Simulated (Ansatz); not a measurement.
Cu, DFT, PBEsol, PAW with Ansatz's default frozen-core files, scalar-relativistic (Ansatz 0.2.0), run on 1 thread of Arm Neoverse V2 on a shared host.

The cell comes from COD entry 5000216, which wasn't checked; take it as a given geometry. The listed cell was then made from it by scaling, straining or moving an atom.

Command: `ansatz run input.yaml --threads 1 --pin off --max-ram 3072MiB --backend cpu --events-out ev --progress --plain --runs-dir out`

```yaml
crystal:
  lattice:
    - [0.0, 1.77135, 1.8075]
    - [1.77135, 0.0, 1.8075]
    - [1.77135, 1.77135, 0.0]
  atoms:
    - { symbol: Cu, position: [0.0, 0.0, 0.0] }
kpoints:
  mp_grid: { grid: [17, 17, 17] }
scf:
  occupations: { method: fermi_dirac, width: 0.03 }
hamiltonian:
  xc: pbesol
  pseudopotentials: { kind: paw }
output:
  forces: true
  stress: true
  eigenvalues: true
  efg: { contact_densities: true }
  write_density: true
  write_potential: true
  elf: true
  volumetric_format: npy
```

Problem. How large is the problem that the program sets up?

Solution. 405 irreducible k-points, 231 plane waves at Γ, 14 bands.

Problem. About how long does it take, and how much memory does it use?

Solution. 5.2 s of wall time for 6 SCF iterations, with a peak of 0.38 GiB. Times on shared machines scatter by tens of per cent.

Problem. And the same cell and mesh by crystal-made all-electron datasets, asked for forces, stress, eigenvalues, efg, on the same hardware?

Solution. 12 s, peak memory 0.46 GiB.
